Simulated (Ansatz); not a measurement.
## Ti8O13: do energies and stresses tell the same story?

All numbers below come from DFT PBEsol, scalar-relativistic, plane waves, PAW in Ansatz 0.2.0.

Cutoff 420 eV; k points 6×6×6 on the computed 21-atom cell (Γ-centred); Gaussian smearing, width 0.02 eV; no spin polarisation.

Relaxed cell: R-3, a = 7.685 Å, b = 7.685 Å, c = 13.908 Å, α = 90.00°, β = 90.00°, γ = 120.00°, 21 atoms in the primitive cell. Whether it is the stable form of this composition wasn't checked.

Energies at zero smearing and pressures from the stress tensor, at volumes with shape and atoms relaxed:
```tsv
V (Å³/atom)	E − E(first) (meV/atom)	P (GPa)
9.937	0.00	28.34
10.276	-50.59	19.71
10.615	-84.08	12.18
10.953	-102.77	5.64
11.292	-108.57	0.00
11.631	-103.31	-4.84
11.970	-88.64	-8.91
12.421	-57.22	-13.16
```

Q: Check P = −dE/dV between neighbouring volumes, and get the bulk modulus from the pressures alone.

A: With 1 eV/Å³ = 160.2 GPa:
| middle V (Å³/atom) | −ΔE/ΔV (GPa) | mean P (GPa) |
| --- | --- | --- |
| 10.106 | 23.925 | 24.027 |
| 10.445 | 15.843 | 15.947 |
| 10.784 | 8.835 | 8.914 |
| 11.123 | 2.745 | 2.820 |
| 11.461 | -2.487 | -2.424 |
| 11.800 | -6.940 | -6.879 |
| 12.195 | -11.143 | -11.036 |

The two differ by 0.11 GPa at most. The mean of two end pressures misses the average over a step by about ΔV² P″/12, up to 0.11 GPa here; with that taken off 0.02 GPa remains. Around V = 11.292 Å³/atom, the two neighbours give B = −V ΔP/ΔV = 11.292 × 10.49 / 0.678 = 174.8 GPa, against B0 = 171.8 GPa from the Birch–Murnaghan fit of the energies.

A ferromagnetic start lost its moments in a first run, so spin was left out; other magnetic orders weren't tried.

Cost: 9 runs of about 72 core-minutes in all, on Oxide Virtual Turin-like Processor (Zen 5) (shared hosts).